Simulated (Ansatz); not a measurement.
Starting cell, AlN (zinc blende):

```yaml
crystal:
  lattice:
    - [0.00000, 2.18491, 2.18491]
    - [2.18491, 0.00000, 2.18491]
    - [2.18491, 2.18491, 0.00000]
  atoms:
    - { symbol: N, position: [0.75000, 0.75000, 0.75000] }
    - { symbol: Al, position: [0.00000, 0.00000, 0.00000] }
```

In each cell atom 2 (Al, nearest neighbour N at 1.892 Å; its periodic images, 3.1 Å or more away, move with it) moves by s·(0.707, 0.707, 0.000) (along Cartesian [110]), the rest being held.

The numbers are results of r2SCAN (plane waves to 500 eV, PAW, scalar-relativistic; Ansatz, a first-principles code), not measurements. k mesh 10×10×10 (Γ-centred), Fermi-Dirac smearing 0.05 eV. The energy includes the smearing's −TS. AlN was relaxed with its symmetry unable to fall. ΔE is measured from the undisplaced structure.

Successive frames, forces in eV/Å:

```
frame         ΔE (eV/cell)                   F on N1               F on Al2
------------  ------------  ------------------------  ---------------------
s = -0.304 Å         0.742  (-3.692, -3.692, -3.032)  (3.692, 3.692, 3.031)
s = -0.228 Å         0.405  (-2.613, -2.613, -1.654)  (2.613, 2.613, 1.654)
s = -0.152 Å         0.176  (-1.666, -1.666, -0.719)  (1.666, 1.666, 0.719)
```

Question: What are the energy and the forces in the next frame, s = -0.076 Å?

Answer: ΔE (eV/cell) = 0.043.

```json
[
 {"atom": "N1", "Fx": "-0.810", "Fy": "-0.810", "Fz": "-0.177"},
 {"atom": "Al2", "Fx": "0.810", "Fy": "0.810", "Fz": "0.177"}
]
```

(For displaced atoms, the force is minus the slope of the energy, and its curvature is a force constant, which sets phonon frequencies.)
